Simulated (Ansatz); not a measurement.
# ²⁰⁹Bi NMR of the central transition in BiTe

Cell: an entry of the Crystallography Open Database (COD) whose atoms were relaxed with PBE, the cell held.

Space group P-3m1 (No. 164); a = 4.4220, c = 24.0500 Å, γ = 120.00°.

```
site  Wyckoff  site symmetry       x       y       z
 Bi1       2c            3m.  0.0000  0.0000  0.1248
 Bi3       2d            3m.  0.3333  0.6667  0.2916
 Bi5       2d            3m.  0.6667  0.3333  0.4650
 Te7       2d            3m.  0.3333  0.6667  0.0536
 Te9       2d            3m.  0.6667  0.3333  0.2087
Te11       2c            3m.  0.0000  0.0000  0.3636
```

One atom of each set is listed.

Level of theory: DFT, LDA, plane waves and PAW, scalar-relativistic, 420 eV cutoff, Γ-centred 11×11×2 k-points, Fermi–Dirac smearing 0.05 eV (Ansatz 0.2.0).

²⁰⁹Bi has I = 9/2 and Q = -516.0 mb (Pyykkö 2018); at 9.4 T its Larmor frequency is ν₀ = 65.4 MHz (from the bare nuclear moment; shielding lowers the observed one by a per cent or two). Only the quadrupole interaction is simulated: positions count from each site's isotropic chemical shift, and shift anisotropy, dipolar and J coupling are left out.

Simulated pattern of one Bi site (static powder, Gaussian broadening 40 kHz):

offset (kHz), height and a bar:
```
   -556.1          4 
   -517.5         80 ########################
   -478.9        100 ##############################
   -440.2         64 ###################
   -401.6         51 ###############
   -363.0         45 #############
   -324.3         40 ############
   -285.7         38 ###########
   -247.1         36 ##########
   -208.5         35 ##########
   -169.8         33 #########
   -131.2         33 #########
    -92.6         33 #########
    -53.9         32 #########
    -15.3         31 #########
     23.3         26 #######
     61.9         27 #######
    100.6         29 ########
    139.2         31 #########
    177.8         36 ##########
    216.4         45 #############
    255.1         71 #####################
    293.7         57 #################
    332.3          3
```

Question: Which |C_Q| and η does the pattern imply?

Answer: The pattern spans 799 kHz before broadening and its centre of gravity is at -153 kHz, which fixes P_Q; the places of the horns and steps fix η. That gives P_Q = 85.0 MHz, |C_Q| = 85.0 MHz and η = 0.00, the values that the calculation gives site Bi5 (3 Bi at 3.06 Å, 3 Te at 3.53 Å). The other sites have |C_Q| = 10.9, 33.0 MHz. The sign of C_Q can't be read from the pattern.

An axis of threefold or higher order runs through Bi5, so V_zz lies along it and η is zero.

Spin–orbit coupling is left out, which shifts gradients on Bi by a few per cent in wide-gap crystals, and can shift them far more where the calculated gap is small or absent, as here. Newer work puts Q(²⁰⁹Bi) near −420 mb, which would lower these couplings by about a fifth. With a gap of 0.16 eV under a smearing of 0.05 eV the band edges are partly filled, so small gradients can hang on the smearing and the k-mesh.

The run took 41 s of wall time (2.3 min of CPU time) and 1.9 GiB at its peak, on 4 threads of Intel Xeon Platinum 8259CL CPU @ 2.50GHz (Skylake/Cascade Lake) (x86_64; 16 cores open to the job, memory cap 8.0 GiB, no GPU), a shared host with a load of 0.5 a core.
